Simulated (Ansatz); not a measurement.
**TiB2 under compression and expansion**

Space group P6/mmm (No. 191). a = 3.029 Å, b = 3.029 Å, c = 3.228 Å, α = 90.00°, β = 90.00°, γ = 120.00°
| atom | site | symmetry | x | y | z |
| --- | --- | --- | --- | --- | --- |
| Ti | 1a | 6/mmm | 0.0000 | 0.0000 | 0.0000 |
| B | 2d | -6m2 | 0.3333 | 0.6667 | 0.5000 |

The runs use the primitive cell with vectors (3.029, 0.000, 0.000), (-1.515, 2.623, 0.000), (0.000, 0.000, 3.228) Å, to which the k mesh refers.

The geometry is COD entry 2002799, unchecked; take it as a test cell.

All numbers are computed: DFT, PBEsol, all-electron LAPW, scalar-relativistic (Ansatz 0.2.0); DFT, PBEsol, PAW with Ansatz's default frozen-core files, scalar-relativistic (Ansatz 0.2.0).

For LAPW: a Γ-centred 15×15×13 k mesh, Fermi–Dirac smearing of 0.08 eV, basis error target 1 meV/atom, no spin polarisation. PAW takes a cutoff of 420 eV at this cell (files made with PBE, cores remade for this functional). The Ansatz runs share mesh, smearing and spin set-up. Plane-wave (PAW) pressures include the program's estimate of the Pulay term.

The cell above is scaled evenly, with fractional coordinates and shape held.

```json
{"V/V(cell)": "0.9400", "V (Å³/atom)": "8.039", "P, LAPW (GPa)": "12.09", "P, PAW (GPa)": "12.13", "free energy over the lowest listed, PAW (meV/atom)": "12.6"}
{"V/V(cell)": "0.9600", "V (Å³/atom)": "8.210", "P, LAPW (GPa)": "5.77", "P, PAW (GPa)": "5.80", "free energy over the lowest listed, PAW (meV/atom)": "3.1"}
{"V/V(cell)": "0.9800", "V (Å³/atom)": "8.381", "P, LAPW (GPa)": "0.04", "P, PAW (GPa)": "0.07", "free energy over the lowest listed, PAW (meV/atom)": "0.0"}
{"V/V(cell)": "0.9900", "V (Å³/atom)": "8.466", "P, LAPW (GPa)": "-2.62", "P, PAW (GPa)": "-2.59", "free energy over the lowest listed, PAW (meV/atom)": "0.7"}
{"V/V(cell)": "1.0000", "V (Å³/atom)": "8.552", "P, LAPW (GPa)": "-5.16", "P, PAW (GPa)": "-5.12", "free energy over the lowest listed, PAW (meV/atom)": "2.7"}
{"V/V(cell)": "1.0100", "V (Å³/atom)": "8.637", "P, LAPW (GPa)": "-7.57", "P, PAW (GPa)": "-7.53", "free energy over the lowest listed, PAW (meV/atom)": "6.1"}
{"V/V(cell)": "1.0200", "V (Å³/atom)": "8.723", "P, LAPW (GPa)": "-9.86", "P, PAW (GPa)": "-9.83", "free energy over the lowest listed, PAW (meV/atom)": "10.8"}
{"V/V(cell)": "1.0400", "V (Å³/atom)": "8.894", "P, LAPW (GPa)": "-14.12", "P, PAW (GPa)": "-14.09", "free energy over the lowest listed, PAW (meV/atom)": "23.6"}
{"V/V(cell)": "1.0600", "V (Å³/atom)": "9.065", "P, LAPW (GPa)": "-17.99", "P, PAW (GPa)": "-17.96", "free energy over the lowest listed, PAW (meV/atom)": "40.7"}
```

Question: What do Birch–Murnaghan fits to the pressures give?

Answer: LAPW: V0 = 8.38 Å³/atom, B0 = 267 GPa, B0′ = 3.8; PAW: V0 = 8.38 Å³/atom, B0 = 267 GPa, B0′ = 3.8.

PAW's V0 lies 0.01 % from the all-electron value and its B0 0.0 %. With shape and internal coordinates held, B0 is an upper bound to the relaxed modulus.
